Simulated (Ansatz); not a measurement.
An Ansatz (a program for electronic structure) run. Input:

Ansatz 0.2 input:
```yaml
crystal:
  lattice:
    - [3.4985568197, 2.0198927216, 3.1584529932]
    - [-3.4985568197, 2.0198927216, 3.1584529932]
    - [0.0, -4.0397854432, 3.1584529932]
  atoms:
    - { symbol: Ge, position: [0.2628487425, 0.2628487425, 0.2628487425] }
    - { symbol: Ge, position: [0.7371512575, 0.7371512575, 0.7371512575] }
    - { symbol: P, position: [0.7823646555, 0.2589309511, 0.7823646555] }
    - { symbol: P, position: [0.7823646555, 0.7823646555, 0.2589309511] }
    - { symbol: P, position: [0.2589309511, 0.7823646555, 0.7823646555] }
    - { symbol: P, position: [0.2176353445, 0.7410690489, 0.2176353445] }
    - { symbol: P, position: [0.7410690489, 0.2176353445, 0.2176353445] }
    - { symbol: P, position: [0.2176353445, 0.2176353445, 0.7410690489] }
kpoints:
  mp_grid: { grid: [8, 8, 8] }
basis: { xc_grid: 2 }
hamiltonian:
  xc: lda
  pseudopotentials: { kind: paw }
scf:
  occupations: { method: gaussian, width: 0.05 }
checkpoint: { read: metal.run }
output: { bader: true, populations: true }
```

Output (shortened):

```
Pseudopotential: Ge, paw, valence charge 14
Pseudopotential: P, paw, valence charge 5
Functional definition: SPW92
Crystal: 8 atoms, lattice volume = 133.919 Å³
Basis set: ecut = 420 eV, 2657 PW (Γ), exchange–correlation on 72×72×72 points (8 copies of the dense FFT grid, shifted against one another)
Bands: 45, of which v1, the nominal top of the filled ones, is band 29 counted from 1 (28 counted from 0)
Symmetry: 12 space group operations
Space group: R-3m (ITA 166), of the structure as read, at distance tolerance 5.1e-5 Å
k-points: 65 of 512
Stability of the state it starts from, as read at its close in the unpolarized treatment …
iter 1 solved again at ethr=3.94e-7 eV; its pass at ethr=3.10e-3 eV (dr2=2.28e-4 eV) is discarded
SCF iter   1: F=—  HF=-12787.623295 eV  |F-HF|=—  |Δ(HF+E_count)|=         —  Δρ=1.20e-6  dr2=1.54e-9  ethr=3.94e-7  ⟨swp⟩=4.1  Hψ=24184  notcnv=0  defer=1
preconditioner: auto → Kerker (q_TF=auto, 2.373 Å⁻¹)
SCF iter   2: F=—  HF=-12787.623297 eV  |F-HF|=—  |Δ(HF+E_count)|=   1.62e-6  Δρ=5.65e-7  dr2=2.76e-10  ethr=2.66e-12  ⟨swp⟩=10.1  Hψ=13880  notcnv=0
SCF iter   3: F=-12787.623297 eV  HF=-12787.623297 eV  |F-HF|=9.09e-11  |Δ(HF+E_count)|=  1.13e-10  Δρ=3.67e-7  dr2=1.20e-10  ethr=1.00e-12  ⟨swp⟩=1.0  Hψ=7615  notcnv=0
SCF 1 converged in 3 iterations: F = -12787.623297 eV  dr2 = 1.20e-10
SCF converged after 3 iterations
Free energy (F): -12787.623297 eV
Harris-Foulkes:  -12787.623297 eV  (|F-HF|=9.09e-11)
Internal energy: -12787.620119 eV  (E = F + TS)
E sigma→0 (E₀):  -12787.621708 eV
Entropy (-TS):   -0.003177 eV (-0.397 meV/atom)
Fermi energy:    9.854301 eV
--- Per-component energies (eV) ---
  E_band       = -173.284664
  E_kinetic    = 651.974924
  E_local      = -5329.946966  (includes V_loc(G=0)·N_el)
  E_nonlocal   = 1051.310151
  E_hartree    = 2315.437641
  E_xc         = -521.327449
  E_vxc        = -500.505024  (∫ρ·V_xc dr)
  E_paw        = -7119.243130  (= ΣΔE_a)
  E_vpaw       = -676.993436  (= ΣTr[D̂ρ^β])
  E_aug_tail   = 0.000658  (compensation charges beyond the density's cutoff)
  E_ewald      = -3840.346709
  E_core_change = 4.520761  (= ΣΔE_core)
  E_smearing   = -0.003177  (= −TS)
  E_closure    = 0.000000  (closes the sum)
  Σ components = -12787.623297   (vs F -12787.623297, Δ=0.00e0)
  [band-id]    e_kinetic+e_local+e_nonlocal+2·e_hartree+e_vxc+e_vpaw+e_augmentation_tail = -173.284412   (vs E_band -173.284664, Δ=2.53e-4)
--- Band table (eV; the first three rows and the last of 65) ---
  k-point 0: bands = ["-15.0613", "-15.0613", "-15.0577", "-15.0577", "-15.0375", "-15.0363", "-15.0354", "-15.0354", "-15.0324", "-15.0324", "-5.7213", "-2.4441", "-2.4441", "-0.5540", "0.7798", "0.7798", "1.3623", "3.6027", "3.6027", "4.8176", "4.8645", …
  k-point 1: bands = ["-15.0612", "-15.0609", "-15.0578", "-15.0576", "-15.0375", "-15.0364", "-15.0353", "-15.0353", "-15.0326", "-15.0326", "-5.6495", "-2.6364", "-2.4020", "-0.6973", "0.7186", "0.9615", "1.5831", "3.3295", "3.5558", "4.4372", "4.8427", …
  k-point 2: bands = ["-15.0608", "-15.0600", "-15.0582", "-15.0573", "-15.0375", "-15.0366", "-15.0351", "-15.0350", "-15.0329", "-15.0329", "-5.4400", "-3.1419", "-2.2903", "-0.7445", "0.5294", "0.9222", "2.2744", "3.0767", "3.3593", "4.4706", "4.5145", …
  k-point 64: bands = ["-15.0572", "-15.0572", "-15.0567", "-15.0567", "-15.0379", "-15.0370", "-15.0344", "-15.0344", "-15.0342", "-15.0342", "-4.0000", "-2.7997", "-2.7997", "-0.9849", "-0.9849", "-0.5134", "-0.4805", "-0.1760", "6.2431", "6.7652", …
--- Löwdin populations: 8 sites ---
  site symbol       q [e]
     0     Ge     14.0073
     1     Ge     14.0073
     2      P      4.9178
     3      P      4.9178
     4      P      4.9178
     5      P      4.9178
     6      P      4.9178
     7      P      4.9178
  spilling = 0.008248 (of n_electrons = 58.000000)
--- Bader charges: 8 sites ---
  site symbol  charge [e]  shift [e]
     0     Ge      0.5305     0.0019
     1     Ge      0.5305     0.0019
     2      P     -0.1768     0.0006
     3      P     -0.1768     0.0006
     4      P     -0.1768     0.0006
     5      P     -0.1768     0.0006
     6      P     -0.1768     0.0006
     7      P     -0.1768     0.0006
  shift: an alarm, by how much a part of what the PAW files miss would move the charge. Where it is large, compare
  with a run on PAW files of another source; a small one proves nothing
  estimated error of the sums over rays = 4.7e-4 e
```

Cost: very roughly 2.2 core-minutes on shared cores.

The workflow started from an entry of the Crystallography Open Database (COD). Its standing as an ambient phase is unchecked. The cell was relaxed with LDA under the symmetry of its start; whether a distortion lowers the energy is not shown. A crystal of weakly bound layers computed without a dispersion correction: the cell and the soft elastic constants depend strongly on that. Scalar-relativistic: spin–orbit coupling is off unless named, which matters more the heavier the elements.

Potentials: the later of the program's two PAW sets.

Ansatz is a plane-wave DFT program.
